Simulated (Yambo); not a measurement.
Yambo input for KBaYB$_{2}$O$_{6}$ (space group R3m, No. 160) (a = b = c = 6.8319 Å, α = β = γ = 47.23°), on norm-conserving PBEsol (Quantum ESPRESSO, 84 Ry, scalar-relativistic) wavefunctions on a 4×4×4 mesh:

```
optics
chi
dipoles
kernel
FFTGvecs= 40 Ry
Chimod= "HARTREE"
NGsBlkXd= 3 Ry
% QpntsRXd
 1 | 1 |
%
% BndsRnXd
 2 | 128 |
%
GrFnTpXd= "R"
% EnRngeXd
 0.0 | 20.0 | eV
%
% DmRngeXd
 0.2 | 0.2 | eV
%
CGrdSpXd= 50
ETStpsXd= 161
% LongDrXd
 1.0 | 0.0 | 0.0 |
%
```

First lines of the file o-*.eps_q1_inv_rpa_dyson:

```
Absorption @ Q(1):   1.00000000     0.00000000     0.00000000    [q->0 direction]
#
# [ X ] Hartree size     :  109
# [GEN] GF Energies     : Perdew, Burke & Ernzerhof SOL(X)+Perdew, Burke & Ernzerhof SOL(C)
# [GEN] Green`s Function     : Retarded
#
# [GEN] Gauge     : Length
# [GEN] [r,Vnl] included     : yes
#
#    E[1] [eV]     Im(eps)     Re(eps)     Im(eps_o)     Re(eps_o)
#
     0.000000     -0.30659E-15     3.276068     -0.20003E-18     3.483336
     0.125000     0.001417     3.276510     0.001518     3.483809
     0.250000     0.002840     3.277836     0.003040     3.485229
     0.375000     0.004272     3.280051     0.004574     3.487600
     0.500000     0.005719     3.283163     0.006123     3.490932
     0.625000     0.007186     3.287182     0.007693     3.495235
     0.750000     0.008679     3.292123     0.009291     3.500525
     0.875000     0.010203     3.298004     0.010922     3.506820
     1.000000     0.011765     3.304845     0.012592     3.514143
     1.125000     0.013370     3.312672     0.014309     3.522520
     1.250000     0.015026     3.321514     0.016080     3.531983
     1.375000     0.016741     3.331405     0.017912     3.542566
     1.500000     0.018522     3.342383     0.019816     3.554312
     1.625000     0.020379     3.354492     0.021800     3.567267
     1.750000     0.022323     3.367783     0.023875     3.581483
     1.875000     0.024363     3.382311     0.026053     3.597021
     2.000000     0.026514     3.398142     0.028348     3.613948
     2.125000     0.028790     3.415347     0.030775     3.632342
     2.250000     0.031208     3.434007     0.033353     3.652288
     2.375000     0.033786     3.454217     0.036100     3.673885
     2.500000     0.036547     3.476082     0.039040     3.697246
     2.625000     0.039516     3.499720     0.042202     3.722495
     2.750000     0.042725     3.525270     0.045616     3.749779
     2.875000     0.046209     3.552888     0.049322     3.779263
     3.000000     0.050013     3.582755     0.053364     3.811139
     3.125000     0.054187     3.615081     0.057798     3.845628
     3.250000     0.058799     3.650110     0.062693     3.882987
     3.375000     0.063927     3.688130     0.068133     3.923521
     3.500000     0.069673     3.729479     0.074224     3.967586
     3.625000     0.076169     3.774566     0.081104     4.015612
     3.750000     0.083588     3.823882     0.088954     4.068116
     3.875000     0.092163     3.878032     0.098016     4.125734
     4.000000     0.102221     3.937768     0.108632     4.189257
```
(The file goes on to the top of the energy range.) Convergence of the RPA response with its 4×4×4 mesh was not tested.

Geometry of the Materials Project entry, not relaxed at this level.

The structure is a Materials Project entry; no match was found in the copy of COD used, and its stability was not checked.
